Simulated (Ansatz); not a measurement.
Level of theory: DFT PBE, scalar-relativistic, plane waves, PAW in Ansatz 0.2.0. Cutoff 420 eV, Γ-centred meshes of about 0.25 Å⁻¹ or finer for metals and 0.3 Å⁻¹ for insulators (2π included), Gaussian smearing. No spin polarisation.

These are static total energies at zero pressure.

Compare these two cells of Nb2PdSe4, each relaxed at this level.

A. Space group P2/m (No. 10), monoclinic, a = 6.147 Å, b = 3.575 Å, c = 6.548 Å, β = 90.5°. Nb on its first site has 6 Se at 2.60–2.62 Å; Nb on its second site has 6 Se at 2.65–2.67 Å and 2 Pd at 3.27 Å; Pd has 6 Se at 2.63–2.65 Å and 2 Nb at 3.27 Å; around Se on its first site lie 3 Nb at 2.62–2.67 Å and 1 Pd at 2.63 Å; Se on its second site is surrounded by 3 Nb at 2.60–2.65 Å and 2 Pd at 2.65 Å.

B. Space group P-3m1 (No. 164), trigonal, a = 3.552 Å, c = 13.647 Å. Nb has 6 Se at 2.61–2.64 Å and 1 Pd at 3.31 Å; Pd is surrounded by 6 Se at 2.67 Å and 2 Nb at 3.31 Å; Se on its first site has 3 Nb at 2.61 Å and 3 Pd at 2.67 Å; Se on its second site is surrounded by 3 Nb at 2.64 Å.

Question: Which would you expect to be lower, and how large is the difference?

Answer: B is lower, by 35 meV/atom. A has space group P2/m (No. 10), 20.6 Å³/atom and no gap on its mesh; B has space group P-3m1 (No. 164), 21.3 Å³/atom and no gap. Both come from trial cells of a structure search, whose lowest cell (Pmma, 20.2 Å³/atom) lies 47 meV/atom below the lower of the two.

Weakly bound directions are ill-defined at this level, which has no dispersion term (P-3m1), and this can change margins and order among such cells. Trial moments fell under 0.15 μB along the way in P2/m and P-3m1; another start might hold them. With atoms moved at random, B came back. A had no clear such test and can be a saddle point. Some candidate types were left out of the draw beforehand, so a known form may be missing.
